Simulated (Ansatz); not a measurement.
**Structure relaxation, Hf3N4**

The start is a randomly generated symmetric cell of Hf3N4 (space group No. 216). Cell shape, volume and atoms are optimised at zero target pressure with PBEsol (plane waves to 420 eV, PAW, scalar-relativistic; Ansatz, an electronic-structure program). The first steps use a coarse 6×6×6 k-mesh.

Starting cell:
```yaml
crystal:
  lattice:
    - [0.00000, 3.59043, 3.59043]
    - [3.59043, 0.00000, 3.59043]
    - [3.59043, 3.59043, 0.00000]
  atoms:
    - { symbol: Hf, position: [0.50000, 0.50000, 0.50000] }
    - { symbol: Hf, position: [0.00000, 0.00000, 0.00000] }
    - { symbol: Hf, position: [0.75000, 0.75000, 0.75000] }
    - { symbol: N, position: [0.15782, 0.15782, 0.15782] }
    - { symbol: N, position: [0.15782, 0.15782, 0.52654] }
    - { symbol: N, position: [0.15782, 0.52654, 0.15782] }
    - { symbol: N, position: [0.52654, 0.15782, 0.15782] }
```

- Initial pressure: +5 GPa (positive: the cell is compressed)
- Largest initial force: about 0.6 eV/Å, on N4, N5, N6, N7 (atoms numbered as listed)
- Outcome: The space group stays F-43m (No. 216) (the run could not lower it), with 7 atoms in the primitive cell
- Energy released: 0.01 eV/atom
- Volume change: +3.1 %, from 13.22 to 13.64 Å³/atom
- Band gap at the end: zero (metallic)
- Optimiser moves: 5

Relaxed structure:

```cif
data_Hf12N16
_chemical_formula_sum 'Hf12 N16'
_space_group_name_H-M_alt 'F-43m'
_space_group_IT_number 216
_space_group_name_Hall 'F -4 2 3'
_cell_length_a 7.25493
_cell_length_b 7.25493
_cell_length_c 7.25493
_cell_angle_alpha 90.000
_cell_angle_beta 90.000
_cell_angle_gamma 90.000
loop_
_atom_site_label
_atom_site_type_symbol
_atom_site_symmetry_multiplicity
_atom_site_Wyckoff_symbol
_atom_site_fract_x
_atom_site_fract_y
_atom_site_fract_z
_atom_site_occupancy
Hf1 Hf 4 b 0.50000 0.50000 0.50000 1
Hf2 Hf 4 a 0.00000 0.00000 0.00000 1
Hf3 Hf 4 c 0.25000 0.25000 0.25000 1
N1 N 16 e 0.84046 0.84046 0.84046 1
```
(The calculation used a cell of 7 atoms; values per cell refer to that cell.)

Final values are on a 11×11×11 k-mesh of the relaxed cell. No spin polarisation in the result.

The run could not lose the symmetry of its start: the end is stationary, and may be a saddle point rather than a minimum.

The relaxed structure here is a generated cell of Hf3N4: the first start was made by a random draw of sites in a space group, and the end was not matched to a known phase here, so it may be hypothetical.
